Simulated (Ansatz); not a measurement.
The relaxed structure here is a generated cell of TiB2: the first start was made by placing the elements on the sites of a structure type, and the end was not matched to a known phase here, so it may be hypothetical. Known forms of TiB2 include space group No. 191.

One stationary structure of TiB2. Space group I4₁/amd (No. 141). The numbers are results of r2SCAN (plane waves to 500 eV, PAW, scalar-relativistic; Ansatz, a program for electronic structure), not measurements.

Space group I4₁/amd, origin choice 1 (No. 141); a = 3.106 Å, b = 3.106 Å, c = 10.518 Å, α = 90.00°, β = 90.00°, γ = 90.00°

| atom | site | symmetry | x | y | z |
|---|---|---|---|---|---|
| Ti | 4a | -4m2 | 0.0000 | 0.0000 | 0.0000 |
| B | 8e | 2mm. | 0.0000 | 0.0000 | 0.4171 |
(The calculation used a cell of 6 atoms; values per cell refer to that cell.)

```json
{
  "volume_per_atom": "8.45 Å³",
  "band_gap": "no gap (metallic)",
  "shortest_distances": "B–B 1.74 Å; B–Ti 2.34 Å; Ti–Ti 3.05 Å",
  "k-mesh": "20×20×20"
}
```

Band energies at high-symmetry points (eV from the Fermi level; labels of this space group; no spin-orbit coupling), from −5 eV up to 2.6 eV:

| point | energies |
|---|---|
| Γ | -3.46 -3.46 -2.81 -2.41 -2.41 -2.24 -1.53 1.54 2.12 2.31 |
| X | -4.28 -4.28 -3.32 -3.32 |
| P | -4.34 -4.34 -3.28 -3.28 |
| N | -4.60 -4.60 -4.35 -2.01 -1.10 -0.97 0.60 0.86 1.67 |
| M | -3.38 -3.38 -2.54 -2.54 -2.26 -2.26 1.82 1.82 2.42 2.42 |
| S | -4.34 -3.27 -2.72 -1.79 -0.43 0.73 0.97 2.02 |
| S0 | -4.34 -3.27 -2.72 -1.79 -0.43 0.73 0.97 2.02 |
| R | -4.25 -4.25 -3.27 -3.27 |

No spin polarisation in the result.

It was reached from a disturbed copy of a Immm (No. 71) cell, against which it lies -1.39 eV/atom.
